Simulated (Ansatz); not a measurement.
# Relaxation path: bcc Mo (110), 3 layers

DFT, PBE, PAW with Ansatz's default frozen-core files, scalar-relativistic (Ansatz 0.2.0); a Γ-centred 13×13×1 k mesh, Fermi–Dirac smearing of 0.1 eV, no spin polarisation. The run relaxes the atoms in the fixed cell.

Command: `ansatz run input.yaml --threads 1 --pin off --max-ram 3584MiB --backend cpu --events-out ev --progress --plain --runs-dir out` It took 75 s on 1 thread of Intel(R) Xeon(R) 6975P-C (Granite Rapids) (shared host), peak memory 0.49 GiB.

```yaml
crystal:
  lattice:
    - [2.7373676503, 0.0, 0.0]
    - [-0.9124558834, 2.5808149708, 0.0]
    - [0.0, 0.0, 20.4701]
  atoms:
    - { symbol: Mo, position: [0.0, 0.0, 0.390813854] }
    - { symbol: Mo, position: [0.5, 0.5, 0.5] }
    - { symbol: Mo, position: [0.0, 0.0, 0.609186146] }
kpoints:
  mp_grid: { grid: [13, 13, 1] }
scf:
  occupations: { method: fermi_dirac, width: 0.1 }
hamiltonian:
  xc: pbe
  pseudopotentials: { kind: paw }
output:
  forces: true
  stress: true
  eigenvalues: true
  write_density: true
  write_potential: true
  elf: true
  volumetric_format: npy
relax:
  f_tol: 0.01
  max_steps: 40
efield:
  axis: 3
  amplitude: 0
  dipole_correction: true
```

Each step lists its free energy a cell above the last geometry, and Cartesian positions (Å) with forces (eV/Å).

The first step:

```
step 1  dF = 50.98 meV
  Mo 0.0000 0.0000 8.0000   0.0000 0.0000 0.6051
  Mo 0.9125 1.2904 10.2350   0.0000 0.0000 0.0000
  Mo 0.0000 0.0000 12.4701   0.0000 0.0000 -0.6051
```

Problem. Where does the relaxation end, and by which steps?

Solution. After 4 geometries, with a shortest distance of 2.672 Å. The further steps:
```
step 2  dF = 123.54 meV  (not accepted)
  Mo 0.0000 0.0000 8.1950   0.0000 0.0000 -1.1348
  Mo 0.9125 1.2904 10.2350   0.0000 0.0000 0.0001
  Mo 0.0000 0.0000 12.2751   0.0000 0.0000 1.1347
step 3  dF = 1.91 meV
  Mo 0.0000 0.0000 8.0956   0.0000 0.0000 -0.1293
  Mo 0.9125 1.2904 10.2350   0.0000 0.0000 0.0000
  Mo 0.0000 0.0000 12.3745   0.0000 0.0000 0.1293
step 4  dF = 0.00 meV
  Mo 0.0000 0.0000 8.0809   0.0000 0.0000 -0.0018
  Mo 0.9125 1.2904 10.2350   0.0000 0.0000 0.0000
  Mo 0.0000 0.0000 12.3892   0.0000 0.0000 0.0018
step 5  dF = 0.00 meV  (same geometry, solved once more)
  Mo 0.0000 0.0000 8.0809   0.0000 0.0000 -0.0019
  Mo 0.9125 1.2904 10.2350   0.0000 0.0000 0.0000
  Mo 0.0000 0.0000 12.3892   0.0000 0.0000 0.0019
```
